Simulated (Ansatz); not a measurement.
Geometry optimisation in Ansatz: input, command and trajectory.

```yaml
crystal:
  lattice:
    - [4.1377609099, 0.0, 0.0]
    - [0.0, 4.1377609099, 0.0]
    - [0.0, 0.0, 10.2714949951]
  atoms:
    - { symbol: Sb, position: [0.0, 0.0, 0.5] }
    - { symbol: P, position: [0.5, 0.5, 0.29233] }
    - { symbol: P, position: [0.5, 0.5, 0.70767] }
    - { symbol: P, position: [0.0, 0.0, 0.0] }
    - { symbol: S, position: [0.0, 0.5, 0.15912] }
    - { symbol: S, position: [0.5, 0.0, 0.15912] }
    - { symbol: S, position: [0.0, 0.5, 0.84088] }
    - { symbol: S, position: [0.5, 0.0, 0.84088] }
basis:
  ecutwfc: 420
kpoints:
  mp_grid: { grid: [4, 4, 2] }
hamiltonian:
  xc: pbe
scf:
  occupations: { method: gaussian, width: 0.1 }
  lower_state_search: "off"
output:
  forces: true
  stress: true
  eigenvalues: true
relax:
  adjacent_minimum: "off"
  f_tol: 0.04
  max_steps: 70
  cell: { stress_tol: 0.4 }
```

```bash
ansatz run input.yaml --threads 1 --pin off --max-ram 2560MiB --backend cpu --events-out ev --progress --plain --runs-dir out
```

Level of theory: DFT PBE, scalar-relativistic, plane waves, PAW (Ansatz 0.2.0).

Of 10 frames 10 are shown, positions in Å and forces in eV/Å; the SCF threshold varies from step to step. Steps run on the plane waves of an earlier cell, with a Pulay correction in the pressure. The basis is chosen afresh for the last frame, the zero of the energies, and at times for earlier ones too; energy and pressure can step there, also at an unchanged geometry. Where two frames share a geometry here, they differ by under 2 meV/atom and 0.3 GPa. The mark taken_back stands on steps that the optimiser undid.

```xyz
8
Lattice="4.1378 0.0000 0.0000 0.0000 4.1378 0.0000 0.0000 0.0000 10.2715" Properties=species:S:1:pos:R:3:forces:R:3 pbc="T T T" step=1 free_energy_over_end_meV_per_atom=257.30 pressure_GPa=-3.17
Sb    0.0000    0.0000    5.1357    0.0000    0.0000    0.0000
P     2.0689    2.0689    3.0027    0.0000    0.0000   -1.2320
P     2.0689    2.0689    7.2688    0.0000    0.0000    1.2320
P     0.0000    0.0000    0.0000    0.0000    0.0000    0.0000
S     0.0000    2.0689    1.6344    0.0000    0.0000    0.6372
S     2.0689    0.0000    1.6344    0.0000    0.0000    0.6372
S     0.0000    2.0689    8.6371    0.0000    0.0000   -0.6372
S     2.0689    0.0000    8.6371    0.0000    0.0000   -0.6372
8
Lattice="4.1961 0.0000 0.0000 0.0000 4.1961 0.0000 0.0000 0.0000 9.7686" Properties=species:S:1:pos:R:3:forces:R:3 pbc="T T T" step=2 free_energy_over_end_meV_per_atom=189.20 pressure_GPa=-1.93
Sb    0.0000    0.0000    4.8843    0.0000    0.0000    0.0000
P     2.0980    2.0980    2.7998    0.0000    0.0000   -1.3552
P     2.0980    2.0980    6.9688    0.0000    0.0000    1.3552
P     0.0000    0.0000    0.0000    0.0000    0.0000    0.0000
S     0.0000    2.0980    1.5822    0.0000    0.0000    0.7827
S     2.0980    0.0000    1.5822    0.0000    0.0000    0.7827
S     0.0000    2.0980    8.1864    0.0000    0.0000   -0.7827
S     2.0980    0.0000    8.1864    0.0000    0.0000   -0.7827
8
Lattice="4.2628 0.0000 0.0000 0.0000 4.2628 0.0000 0.0000 0.0000 9.2959" Properties=species:S:1:pos:R:3:forces:R:3 pbc="T T T" step=3 free_energy_over_end_meV_per_atom=102.95 pressure_GPa=0.19
Sb    0.0000    0.0000    4.6479    0.0000    0.0000    0.0000
P     2.1314    2.1314    2.4882    0.0000    0.0000    0.2940
P     2.1314    2.1314    6.8077    0.0000    0.0000   -0.2940
P     0.0000    0.0000    0.0000    0.0000    0.0000    0.0000
S     0.0000    2.1314    1.6218    0.0000    0.0000   -0.0775
S     2.1314    0.0000    1.6218    0.0000    0.0000   -0.0775
S     0.0000    2.1314    7.6741    0.0000    0.0000    0.0775
S     2.1314    0.0000    7.6741    0.0000    0.0000    0.0775
8
Lattice="4.3461 0.0000 0.0000 0.0000 4.3461 0.0000 0.0000 0.0000 8.7961" Properties=species:S:1:pos:R:3:forces:R:3 pbc="T T T" step=4 free_energy_over_end_meV_per_atom=81.77 pressure_GPa=-1.15
Sb    0.0000    0.0000    4.3981    0.0000    0.0000    0.0000
P     2.1731    2.1731    2.4077    0.0000    0.0000    0.3070
P     2.1731    2.1731    6.3884    0.0000    0.0000   -0.3070
P     0.0000    0.0000    0.0000    0.0000    0.0000    0.0000
S     0.0000    2.1731    1.5542    0.0000    0.0000    0.2288
S     2.1731    0.0000    1.5542    0.0000    0.0000    0.2288
S     0.0000    2.1731    7.2419    0.0000    0.0000   -0.2288
S     2.1731    0.0000    7.2419    0.0000    0.0000   -0.2288
8
Lattice="4.3691 0.0000 0.0000 0.0000 4.3691 0.0000 0.0000 0.0000 8.2938" Properties=species:S:1:pos:R:3:forces:R:3 pbc="T T T" step=5 free_energy_over_end_meV_per_atom=40.97 pressure_GPa=-0.92
Sb    0.0000    0.0000    4.1469    0.0000    0.0000    0.0000
P     2.1845    2.1845    2.3990    0.0000    0.0000    0.2297
P     2.1845    2.1845    5.8948    0.0000    0.0000   -0.2297
P     0.0000    0.0000    0.0000    0.0000    0.0000    0.0000
S     0.0000    2.1845    1.5553    0.0000    0.0000    0.3177
S     2.1845    0.0000    1.5553    0.0000    0.0000    0.3177
S     0.0000    2.1845    6.7384    0.0000    0.0000   -0.3177
S     2.1845    0.0000    6.7384    0.0000    0.0000   -0.3177
8
Lattice="4.4044 0.0000 0.0000 0.0000 4.4044 0.0000 0.0000 0.0000 7.7923" Properties=species:S:1:pos:R:3:forces:R:3 pbc="T T T" step=6 free_energy_over_end_meV_per_atom=8.37 pressure_GPa=0.05
Sb    0.0000    0.0000    3.8962    0.0000    0.0000    0.0000
P     2.2022    2.2022    2.3577    0.0000    0.0000    0.2499
P     2.2022    2.2022    5.4346    0.0000    0.0000   -0.2499
P     0.0000    0.0000    0.0000    0.0000    0.0000    0.0000
S     0.0000    2.2022    1.5448    0.0000    0.0000    0.2108
S     2.2022    0.0000    1.5448    0.0000    0.0000    0.2108
S     0.0000    2.2022    6.2475    0.0000    0.0000   -0.2108
S     2.2022    0.0000    6.2475    0.0000    0.0000   -0.2108
8
Lattice="4.4408 0.0000 0.0000 0.0000 4.4408 0.0000 0.0000 0.0000 7.3055" Properties=species:S:1:pos:R:3:forces:R:3 pbc="T T T" step=7 free_energy_over_end_meV_per_atom=13.26 pressure_GPa=2.76 taken_back
Sb    0.0000    0.0000    3.6527    0.0000    0.0000    0.0000
P     2.2204    2.2204    2.3480    0.0000    0.0000   -0.3670
P     2.2204    2.2204    4.9574    0.0000    0.0000    0.3670
P     0.0000    0.0000    0.0000    0.0000    0.0000    0.0000
S     0.0000    2.2204    1.5477    0.0000    0.0000   -0.0039
S     2.2204    0.0000    1.5477    0.0000    0.0000   -0.0039
S     0.0000    2.2204    5.7578    0.0000    0.0000    0.0039
S     2.2204    0.0000    5.7578    0.0000    0.0000    0.0039
8
Lattice="4.4209 0.0000 0.0000 0.0000 4.4209 0.0000 0.0000 0.0000 7.6561" Properties=species:S:1:pos:R:3:forces:R:3 pbc="T T T" step=8 free_energy_over_end_meV_per_atom=0.64 pressure_GPa=0.21
Sb    0.0000    0.0000    3.8280    0.0000    0.0000    0.0000
P     2.2105    2.2105    2.3860    0.0000    0.0000    0.0447
P     2.2105    2.2105    5.2701    0.0000    0.0000   -0.0447
P     0.0000    0.0000    0.0000    0.0000    0.0000    0.0000
S     0.0000    2.2105    1.5784    0.0000    0.0000    0.0049
S     2.2105    0.0000    1.5784    0.0000    0.0000    0.0049
S     0.0000    2.2105    6.0777    0.0000    0.0000   -0.0049
S     2.2105    0.0000    6.0777    0.0000    0.0000   -0.0049
8
Lattice="4.4438 0.0000 0.0000 0.0000 4.4438 0.0000 0.0000 0.0000 7.6120" Properties=species:S:1:pos:R:3:forces:R:3 pbc="T T T" step=9 free_energy_over_end_meV_per_atom=0.36 pressure_GPa=-0.22
Sb    0.0000    0.0000    3.8060    0.0000    0.0000    0.0000
P     2.2219    2.2219    2.3781    0.0000    0.0000    0.0096
P     2.2219    2.2219    5.2338    0.0000    0.0000   -0.0096
P     0.0000    0.0000    0.0000    0.0000    0.0000    0.0000
S     0.0000    2.2219    1.5780    0.0000    0.0000    0.0101
S     2.2219    0.0000    1.5780    0.0000    0.0000    0.0101
S     0.0000    2.2219    6.0340    0.0000    0.0000   -0.0101
S     2.2219    0.0000    6.0340    0.0000    0.0000   -0.0101
8
Lattice="4.4438 0.0000 0.0000 0.0000 4.4438 0.0000 0.0000 0.0000 7.6120" Properties=species:S:1:pos:R:3:forces:R:3 pbc="T T T" step=10 free_energy_over_end_meV_per_atom=0.00 pressure_GPa=-0.18
Sb    0.0000    0.0000    3.8060    0.0000    0.0000    0.0000
P     2.2219    2.2219    2.3781    0.0000    0.0000    0.0098
P     2.2219    2.2219    5.2338    0.0000    0.0000   -0.0098
P     0.0000    0.0000    0.0000    0.0000    0.0000    0.0000
S     0.0000    2.2219    1.5780    0.0000    0.0000    0.0101
S     2.2219    0.0000    1.5780    0.0000    0.0000    0.0101
S     0.0000    2.2219    6.0340    0.0000    0.0000   -0.0101
S     2.2219    0.0000    6.0340    0.0000    0.0000   -0.0101
```

The start puts this composition into another compound's structure type, which needn't suit it. At the end the space group is P4/mmm (tolerance 0.05 Å).

Time: 58 s on 1 thread of Arm Neoverse V1, on a shared host, peak memory 0.42 GiB.

The k mesh is coarse.